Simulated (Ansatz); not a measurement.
In r²SCAN in the plane-wave PAW code Ansatz, HfSiO4 in the tetragonal phase (I4_1/amd; Hf on 4a, Si on 4b, O on 16h) relaxes to a = 6.582 Å, c = 5.972 Å. Si has 4 nearest neighbours from 1.62 Å (tetrahedral). Against the elements it lies at -3.42 eV/atom, with no fitted shifts.

It is gapped at this level: 6.00 eV (indirect).

The cell was relaxed with r²SCAN under the symmetry of its start. The run is not spin-polarised. The references are the lowest solids computed at this level, not always the standard phases (solids in place of the gases). Spin–orbit coupling is left out wherever it is not named.

Potentials: the later of the program's two PAW sets.
